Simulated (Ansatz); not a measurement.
**SrNbO3, first-principles data**

SrNbO3:
```
CELL_PARAMETERS angstrom
      4.03720     0.00000     0.00000
      0.00000     4.03720     0.00000
      0.00000     0.00000     4.03720
ATOMIC_POSITIONS crystal
  Sr 0.50000 0.50000 0.50000
  Nb 0.00000 0.00000 0.00000
  O  0.00000 0.50000 0.00000
  O  0.50000 0.00000 0.00000
  O  0.00000 0.00000 0.50000
```

Space group Pm-3m (No. 221), cubic perovskite; conventional cell a = b = c = 4.0372 Å, α = β = γ = 90.00°.

Method: the program Ansatz at the r²SCAN level (PAW). The cell and atoms are relaxed at this level. Other levels are named where they apply.

Cell and energy:

Volume per atom: 13.16 Å³
Density: 5.77 g/cm³
Formation energy from the elements (no fitted shifts): -3.07 eV/atom

Electronic structure:

* **Electronic character**: metallic (no gap)
* **Density of states at the Fermi level**: 0.24 states/eV per atom (mean over ±0.08 eV)
* **Gap with spin–orbit coupling**: none (metallic)

Mechanics:

Bulk modulus (Birch–Murnaghan fit): 189 GPa
Pressure derivative B′: 4.4
Elastic constants (relaxed ions, GPa): C11 = 374, C12 = 97.2, C44 = 66.7
Mechanical stability: stable (all eigenvalues of C positive)
Hill bulk and shear moduli: 189 and 89.7 GPa
Young's modulus: 232 GPa
Poisson's ratio: 0.30
Debye temperature from the elastic constants: 555 K

Phonons:

Highest zone-centre frequency: 607 cm⁻¹
Zone-centre stability: no imaginary mode at Γ

Charges:

Bader charges: Sr +1.63, Nb +2.48, O -1.37 e

The first step of the workflow began from a Materials Project structure, measured or hypothetical; the Crystallography Open Database copy checked does not list it. COD files the formula under space group No. 62. Whether it is the stable phase at ambient conditions was not checked. Symmetry was held in the r²SCAN relaxation. The run is not spin-polarised. With an odd number of electrons in the cell and no spin polarisation, the count alone makes it a metal. As this level gives no gap, shear constants depend on the k-mesh and smearing (Fermi–Dirac, 0.1 eV here). As this level gives no gap, phonon frequencies hold no LO–TO term and depend on the k-mesh and smearing (Fermi–Dirac, 0.1 eV here). The references are the lowest solids computed at this level, not always the standard phases (solids in place of the gases). Spin–orbit coupling is left out wherever it is not named.

Potentials: the later of the program's two PAW sets.
